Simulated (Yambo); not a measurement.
Yambo run on K2CO3 (space group P6_3/mmc, No. 194). The wavefunctions come from this Quantum ESPRESSO step (PBEsol, PseudoDojo standard norm-conserving files, scalar-relativistic):

```
&CONTROL
  calculation = 'nscf'
  pseudo_dir = './pseudo'
  outdir = './out'
/
&SYSTEM
  ibrav = 0
  nat = 12
  ntyp = 3
  ecutwfc = 84.0
  ecutrho = 336.0
  occupations = 'fixed'
  force_symmorphic = .true.
  nbnd = 287
/
&ELECTRONS
  conv_thr = 1.2000000000000002e-08
  diago_full_acc = .true.
  diago_thr_init = 1e-08
/
ATOMIC_SPECIES
C 12.0110 C.upf
O 15.9990 O.upf
K 39.0983 K.upf
CELL_PARAMETERS angstrom
  5.742129804000   0.000000000000   0.000000000000
 -2.871064902000   4.972830282000   0.000000000000
  0.000000000000   0.000000000000   6.815860000000
ATOMIC_POSITIONS crystal
C   0.333333333000   0.666666667000   0.750000000000
C   0.666666667000   0.333333333000   0.250000000000
O   0.593779000000   0.796889500000   0.750000000000
O   0.406221000000   0.203110500000   0.250000000000
O   0.796889500000   0.593779000000   0.250000000000
O   0.203110500000   0.406221000000   0.750000000000
O   0.203110500000   0.796889500000   0.750000000000
O   0.796889500000   0.203110500000   0.250000000000
K   0.666666667000   0.333333333000   0.750000000000
K   0.333333333000   0.666666667000   0.250000000000
K   0.000000000000   0.000000000000   0.500000000000
K   0.000000000000   0.000000000000   0.000000000000
K_POINTS automatic
3 3 2 0 0 0
```

Yambo input:

```
rim_cut
gw0
dyson
el_el_corr
HF_and_locXC
ppa
em1d
RandQpts= 1000000
RandGvec= 1 Ry
EXXRLvcs= 84 Ry
VXCRLvcs= 336 Ry
Chimod= "HARTREE"
% BndsRnXp
 1 | 285 |
%
NGsBlkXp= 7 Ry
% LongDrXp
 1.0 | 1.0 | 1.0 |
%
PPAPntXp= 27.2114 eV
% GbndRnge
 1 | 285 |
%
GTermKind= "BG"
DysSolver= "n"
ExtendOut
% QPkrange
 1 | 1 | 40 | 41 |
 2 | 2 | 40 | 41 |
 5 | 5 | 40 | 41 |
 6 | 6 | 40 | 41 |
%
```

k points by index: 1 = Γ, 2 = A, 5 = K, 6 = H.

Resulting energies as the program prints them:

```
#    K-point    Band    Eo [eV]    E [eV]    E-Eo [eV]    Vxc [eV]    Vnlxc [eV]    Sc|Eo [eV]    Sc|E [eV]    dSc/dw|Eo [eV]    Re(Z)    Im(Z)
#
    1    40    0.000000    -1.676675    -1.676675    -19.97018    -26.13950    4.103143    4.492649    -6.321006    0.811494    -0.001065
    1    41    3.477799    4.394539    0.916740    -7.906346    -3.844111    -3.029992    -3.145496    -3.428195    0.888112    -0.707696E-3
    2    40    -0.037689    -1.725874    -1.688185    -19.88212    -26.05891    4.096919    4.488609    -6.313110    0.811685    -0.001055
    2    41    4.677474    5.909343    1.231869    -9.522260    -4.845714    -3.269426    -3.444677    -3.870955    0.875461    -0.772932E-3
    5    40    -0.369746    -2.129673    -1.759927    -19.02277    -25.15399    3.970604    4.371300    -6.195086    0.814553    -0.914570E-3
    5    41    5.265236    6.432206    1.166970    -8.605521    -4.225406    -3.059111    -3.213145    -3.591749    0.883397    -0.746363E-4
    6    40    -0.366024    -2.122581    -1.756556    -19.03887    -25.16750    3.971860    4.372069    -6.199424    0.814447    -0.921660E-3
    6    41    5.471281    7.733279    2.261998    -16.01881    -10.27052    -3.035401    -3.486288    -5.423742    0.833804    -0.001496
```
(The two width columns are left out.) Convergence of these settings isn't established.

Geometry of the Materials Project entry, not relaxed at this level.

The structure is a Materials Project entry; no match was found in the copy of COD used, and its stability was not checked.
